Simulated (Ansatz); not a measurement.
## SrPd5: do energies and stresses tell the same story?

Theory: DFT r2SCAN, scalar-relativistic, plane waves, PAW in Ansatz 0.2.0.

Plane waves to 500 eV, a k mesh through Γ of 9×9×8 on the computed 6-atom cell and Gaussian smearing (0.10 eV); no spin polarisation.

Relaxed cell: P6/mmm, a = 5.410 Å, b = 5.410 Å, c = 4.392 Å, α = 90.00°, β = 90.00°, γ = 120.00°, 6 atoms in the primitive cell. Whether it is the stable form of this composition wasn't checked.

Energies at zero smearing and pressures from the stress tensor, at volumes with shape and atoms relaxed:
| V (Å³/atom) | E − E(first) (meV/atom) | P (GPa) |
| --- | --- | --- |
| 17.444 | 0.00 | 8.66 |
| 18.000 | -21.52 | 3.93 |
| 18.557 | -28.04 | -0.01 |
| 19.114 | -22.14 | -3.27 |
| 19.671 | -5.97 | -5.95 |

**Question.** Check P = −dE/dV between neighbouring volumes, and get the bulk modulus from the pressures alone.

**Answer.** With 1 eV/Å³ = 160.2 GPa:
```json
{"middle V (Å³/atom)": "17.722", "−ΔE/ΔV (GPa)": "6.194", "mean P (GPa)": "6.297"}
{"middle V (Å³/atom)": "18.279", "−ΔE/ΔV (GPa)": "1.878", "mean P (GPa)": "1.962"}
{"middle V (Å³/atom)": "18.835", "−ΔE/ΔV (GPa)": "-1.699", "mean P (GPa)": "-1.636"}
{"middle V (Å³/atom)": "19.392", "−ΔE/ΔV (GPa)": "-4.654", "mean P (GPa)": "-4.609"}
```

The two differ by 0.10 GPa at most. The mean of two end pressures misses the average over a step by about ΔV² P″/12, up to 0.07 GPa here; with that taken off 0.03 GPa remains. The stress is the derivative of the free energy, not of the energy at zero smearing, and with free energies 0.02 GPa remains. Around V = 18.557 Å³/atom, the two neighbours give B = −V ΔP/ΔV = 18.557 × 7.20 / 1.113 = 119.9 GPa, against B0 = 118.9 GPa from the Birch–Murnaghan fit of the energies.

Cost: 6 runs of about 18 core-minutes in all, on Arm Neoverse V2 (shared hosts).